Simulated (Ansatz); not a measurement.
MgO (rock salt, Fm-3m), plane-wave PAW PBEsol (Ansatz code). The conduction-band minimum lies at Γ, with 1 equivalent valley. Second derivatives d²E/dk² of the lowest band at one valley (eV·Å²), along Cartesian directions:

```csv
direction,d²E/dk²
[100],22.37
[010],22.37
[001],22.37
[110],22.37
[101],22.37
[011],22.37
```

Question: Find the principal effective masses, the density-of-states mass and the conductivity mass.

Answer: Off-diagonal terms follow from H_xy = H[110] − (H_xx + H_yy)/2, and m*/mₑ = 7.620 eV·Å² over each eigenvalue: 0.34, 0.34, 0.34. One valley's DOS mass (m₁m₂m₃)^(1/3) = 0.34, conductivity mass 3/(Σ 1/mᵢ) = 0.34 mₑ.

Question: What effective density of states Nc follows at 300 K for parabolic valleys?

Answer: Nc = 2.509e19 × 1 × (0.34)^(3/2) ≈ 5.0e18 cm⁻³.

Question: With the computed static dielectric constant 10.4 (mean of the diagonal), estimate a hydrogenic donor's binding energy and radius.

Answer: E = 13.606 eV × 0.34/10.4² ≈ 43 meV; a = 0.529 Å × ε/m* ≈ 16 Å. Semilocal masses tend to be too small where the gap is.

Question: With ε∞ = 3.25 and ω_LO = 692 cm⁻¹, what Fröhlich coupling constant follows?

Answer: α = (1/ε∞ − 1/ε0) √(m* × 13.606 eV/ħω_LO) = 1.6.

Symmetry was held in the PBEsol relaxation; phonons on a q-mesh show no instability. The volume moved by -16 % from the start of the relaxation.

Potentials: the later of the program's two PAW sets.
